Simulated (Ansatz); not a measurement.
A relaxed structure of GaCo is spoiled in several ways and relaxed again each time (noise and exchanges are one random draw each; squeezed and stretched starts keep its symmetry, which their runs cannot lower; pressure is positive under compression). Method: PBE (plane waves to 420 eV, PAW, scalar-relativistic; Ansatz, a program for electronic structure).

Space group Pm-3m (No. 221); a = b = c = 2.882 Å, α = β = γ = 90.00°

```csv
atom,site,symmetry,x,y,z
Ga,1b,m-3m,0.5000,0.5000,0.5000
Co,1a,m-3m,0.0000,0.0000,0.0000
```

| change | first pressure (GPa) | largest first force (eV/Å) | released (eV/atom) | moves | outcome | final group | E − E(parent) (eV/atom) |
|---|---|---|---|---|---|---|---|
| with every coordinate shifted by Gaussian noise of σ = 0.3 Å | 36.1 | 6.45 | 0.82 | 7 | returns to the parent | Pm-3m | 0.00 |
| stretched uniformly to 130 % of its volume | (withheld) | 0.00 | (withheld) | 7 | (withheld) | (withheld) | (withheld) |
| squeezed uniformly to 88 % of its volume | 30.5 | 0.00 | 0.12 | 6 | (withheld) | (withheld) | (withheld) |

Task: Complete the blanks.

Result: 
- stretched uniformly to 130 % of its volume, first pressure (GPa): -24.1
- stretched uniformly to 130 % of its volume, released (eV/atom): 0.35
- stretched uniformly to 130 % of its volume, outcome: returns to the parent
- stretched uniformly to 130 % of its volume, final group: Pm-3m
- stretched uniformly to 130 % of its volume, E − E(parent) (eV/atom): 0.00
- squeezed uniformly to 88 % of its volume, outcome: returns to the parent
- squeezed uniformly to 88 % of its volume, final group: Pm-3m
- squeezed uniformly to 88 % of its volume, E − E(parent) (eV/atom): 0.00

First-step values come from each run's starting, coarser k-mesh (11×11×11, 10×10×10, 12×12×12). Each cell has its own k-point mesh; energy differences are given only to the digits this allows. No spin polarisation in the result. A magnetic state may lie lower.
